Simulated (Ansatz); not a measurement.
TaAl3:
Space group I4/mmm (No. 139); a = b = 3.836 Å, c = 8.505 Å, α = β = γ = 90.00°

```json
[
 {"atom": "Ta", "site": "2b", "symmetry": "4/mmm", "x": "0.0000", "y": "0.0000", "z": "0.5000"},
 {"atom": "Al", "site": "2a", "symmetry": "4/mmm", "x": "0.0000", "y": "0.0000", "z": "0.0000"},
 {"atom": "Al", "site": "4d", "symmetry": "-4m2", "x": "0.0000", "y": "0.5000", "z": "0.2500"}
]
```
(The calculation used a cell of 4 atoms; values per cell refer to that cell.)

Relaxed at zero pressure with DFT-r²SCAN in the program Ansatz with PAW potentials.

Problem. The volume is lowered by 6 % and shape and atoms relax at that volume. What pressure results, and how do the axes share the change?

Solution. 10.0 GPa; a -2.0 %, b -2.0 %, c -2.1 %; the energy rises by 28 meV/atom.

Problem. Give the new structure.

Solution. 
Space group I4/mmm (No. 139); a = b = 3.7585 Å, c = 8.3261 Å, α = β = γ = 90.00°

```json
[
 {"atom": "Ta", "site": "2b", "symmetry": "4/mmm", "x": "0.0000", "y": "0.0000", "z": "0.5000"},
 {"atom": "Al", "site": "2a", "symmetry": "4/mmm", "x": "0.0000", "y": "0.0000", "z": "0.0000"},
 {"atom": "Al", "site": "4d", "symmetry": "-4m2", "x": "0.0000", "y": "0.5000", "z": "0.2500"}
]
```

The phase is kept; no other phase was compared at this pressure.

The workflow started from an entry of the Crystallography Open Database (COD, 293 K). Whether it is the stable phase at ambient conditions was not checked. The r²SCAN relaxation kept the symmetry of its start; whether a distortion lowers the energy is not shown. The run is not spin-polarised. Axis ratios of metals converge slowly with the k-mesh, so a and c are less sure than the volume. Spin–orbit coupling is left out wherever it is not named.

Potentials: the later of the program's two PAW sets.
